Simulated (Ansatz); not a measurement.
# CuAu3: zone-centre modes under pressure

CuAu3, Pm-3m, a = 3.938 Å. The structure is a COD entry; whether it is the stable form wasn't checked. Ansatz: LDA, PAW, 420 eV, Γ-centred 10×10×10 mesh on 4 atoms, Fermi-Dirac smearing 0.15 eV; no spin polarisation. Cell and atoms are relaxed at each pressure with the symmetry kept; optical modes at Γ by linear response, in cm⁻¹, matched by rank (the highest 3 distinct ones).

```
P (GPa) V (Å³/atom)     ω1     ω2     ω3
      0       15.267   89.3  116.1  174.1
      3       15.039      ?      ?      ?
     10       14.581  101.8  134.5  196.8
```

Question: Get each mode's Grüneisen parameter γ = −d ln ω/d ln V from the other rows and predict the missing frequencies.

Answer: ln(V/V0) = 0.0000, -0.0150, -0.0460; a line through ln(ω/ω0) of the 2 known rows gives ω1: γ = 2.848, predicted 93.2, computed 93.4; ω2: γ = 3.198, predicted 121.8, computed 122.2; ω3: γ = 2.664, predicted 181.2, computed 181.4. The worst miss is 0.3 %, or 6 % of the shift under pressure, so a constant γ serves at that level. In a metal these frequencies hang on the mesh and smearing.

The mesh isn't the same in all rows (10×10×10, 12×12×12). Spin–orbit coupling is left out, which can shift energies with elements as heavy as these.